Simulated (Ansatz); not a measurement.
A scan (energy over volume and axial ratio; atoms clamped) gave these values. Computed with PBE (plane waves to 420 eV, PAW, scalar-relativistic; Ansatz, an electronic-structure program).

| Quantity | Value |
|---|---|
| Shear modulus C′ = (C11 − C12)/2 (fit, atoms clamped) | 27 GPa |

**Question.** Of these crystals, all scanned alike, which one is it?
A. BP (zinc blende)
B. NbN (rock salt)
C. AlAs (zinc blende)
D. PbSe (rock salt)

**Answer.** C, AlAs (zinc blende). The others have, for the shear modulus C′ = (C11 − C12)/2: PbSe 51 GPa, NbN 259 GPa, BP 133 GPa

All were relaxed with their symmetry unable to fall. NbN is run without spin polarisation. Spin-orbit coupling is left out. This is a high-temperature form of NbN.

(Under strain, the slope of the energy per volume gives the stress and its curvature an elastic modulus.)
